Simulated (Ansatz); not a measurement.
Relaxed-ion elastic tensor of SiNi in space group P2_13 (No. 198; Si on 4a, Ni on 4a) in GPa (Voigt order), DFT-r²SCAN in the program Ansatz with PAW potentials; density 6.48 g/cm³, 11.12 Å³ per atom.

```
 244   183   183   0.0   0.0   0.0
 183   244   183   0.0   0.0   0.0
 183   183   244   0.0   0.0   0.0
 0.0   0.0   0.0  70.9   0.0   0.0
 0.0   0.0   0.0   0.0  70.9   0.0
 0.0   0.0   0.0   0.0   0.0  70.9
```

Task: Is the crystal mechanically stable?

Result: Yes: the smallest eigenvalue of C is 60.4 GPa.

Task: Work out the Voigt, Reuss and Hill averages.

Result: K_V = 203, K_R = 203, K_H = 203; G_V = 54.6, G_R = 46.1, G_H = 50.3 GPa.

Task: Give Young's modulus, Poisson's ratio, Pugh's ratio and the universal anisotropy index.

Result: E = 9KG/(3K + G) = 139 GPa; ν = 0.39; K/G = 4.04 (ductile by the Pugh limit of 1.75); A_U = 5G_V/G_R + K_V/K_R − 6 = 0.93.

Task: Estimate the sound speeds and the Debye temperature.

Result: v_l = √((K + 4G/3)/ρ) = 6460 m/s, v_t = √(G/ρ) = 2790 m/s, mean 3150 m/s; Θ = (h/k)(3n/4πV)^(1/3) v_m = 420 K.

Task: Give the Zener ratio and Young's modulus along [100], [110] and [111].

Result: A = 2C44/(C11 − C12) = 2.35; 1/E = S11 − 2(S11 − S12 − S44/2)Γ with Γ = 0, 1/4, 1/3 gives 86.3, 146, 190 GPa.

The workflow started from a Materials Project entry (that database holds measured and hypothetical structures alike); the Crystallography Open Database copy checked does not list it. It is not the phase usual at ambient conditions (space group No. 62). The cell was relaxed with r²SCAN under the symmetry of its start; its stability against distortions is not shown here. No spin polarisation was allowed. As this level gives no gap, shear constants depend on the k-mesh and smearing (Fermi–Dirac, 0.1 eV here).

Potentials: the later of the program's two PAW sets.
